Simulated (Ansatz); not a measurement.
## CsCa4Cl: reading a single point

```
Cs Cl Ca
1.0
     0.00000    4.84485    4.84485
     4.84485    0.00000    4.84485
     4.84485    4.84485    0.00000
Cs Cl Ca
1 1 4
Direct
  0.50000 0.50000 0.50000
  0.00000 0.00000 0.00000
  0.12700 0.12700 0.12700
  0.61900 0.12700 0.12700
  0.12700 0.12700 0.61900
  0.12700 0.61900 0.12700
```

Method: PBE, no spin polarisation; PAW, plane waves to 420 eV, 6×6×6 Γ-centred mesh, fermi-dirac occupations (width 0.1 eV) (Ansatz 0.2.0), atoms fixed.

**Question.** Metal or insulator?

**Answer.** It is a metal, with about 12 states/eV a cell as the mean within 0.25 eV of the Fermi level.

**Question.** What does the stress say?

**Answer.** The pressure is 18.2 GPa (compression positive), so with the atoms held at these fractions the cell would first expand; the forces are large, so a full relaxation may end otherwise.

**Question.** Give the Bader charges.

**Answer.** Bader charges in e: Cs +0.05, Ca +0.47, Cl -1.38. In the mean Ca gives up most and Cl takes most. There is one density maximum away from the nuclei.

**Question.** Which atom feels the largest force, and which way?

**Answer.** The largest is on Ca6 (and as large on other atoms): 5.84 eV/Å, components (-3.37, 3.37, -3.37). It makes 180° with the line to a nearest neighbour, Cl2 at 2.13 Å, pointing away from it.

**Question.** What is the formation energy?

**Answer.** 1.20 eV an atom against the elements' usual phases (free molecules for gases, crystals otherwise, with no correction for O₂ or N₂), so at this geometry it isn't bound against them. Relaxing would lower it.

Origin: a known structure type with other elements, at an estimated volume, so it need not be a known compound. Caveats: many states at the Fermi level without spin polarisation, so a magnetic state may lie lower; atoms or cell far from equilibrium.
